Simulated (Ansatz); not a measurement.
NiSb:
```xyz
4
Lattice="3.9301 0.0000 0.0000 -1.9650 3.4035 0.0000 0.0000 0.0000 5.1237" Properties=species:S:1:pos:R:3 pbc="T T T"
Ni     0.0000     0.0000     0.0000
Ni     0.0000     0.0000     2.5619
Sb     0.0000     2.2690     1.2809
Sb     1.9650     1.1345     3.8428
```

Relaxed with r²SCAN. Special points in fractions of this cell's reciprocal vectors: Γ (0.000, 0.000, 0.000); M (0.500, 0.000, 0.000); K (0.333, 0.333, 0.000); A (0.000, 0.000, 0.500); L (0.500, 0.000, 0.500); H (0.333, 0.333, 0.500).

Q: List the band energies nearest the Fermi level at these points for plane-wave PAW r²SCAN with spin–orbit coupling (Ansatz code).

A: In eV from the Fermi level; about four levels below and three above (degenerate sets whole), none deeper than 8.9 eV; points with the same levels are listed once.

```json
[
 {"k": "Γ", "below": "-1.36 -1.36 -0.08 -0.08", "above": "0.24 0.24 0.76 0.76"},
 {"k": "M", "below": "-1.39 -1.39 -0.25 -0.25", "above": "1.16 1.16 3.69 3.69"},
 {"k": "K", "below": "-0.70 -0.70 -0.61 -0.61", "above": "0.75 0.75 0.83 0.83"},
 {"k": "A", "below": "-2.23 -2.23 -2.23 -2.23", "above": "0.33 0.33 0.33 0.33"},
 {"k": "L", "below": "-1.90 -1.90 -1.90 -1.90", "above": "0.17 0.17 0.17 0.17"},
 {"k": "H", "below": "-1.39 -1.39 -1.38 -1.38", "above": "4.33 4.33 4.55 4.55"}
]
```

Space group P6_3/mmc (NiAs type). The r²SCAN relaxation kept the symmetry of its start. The workflow began spin-polarised and lost its moments.

Potentials: the later of the program's two PAW sets.
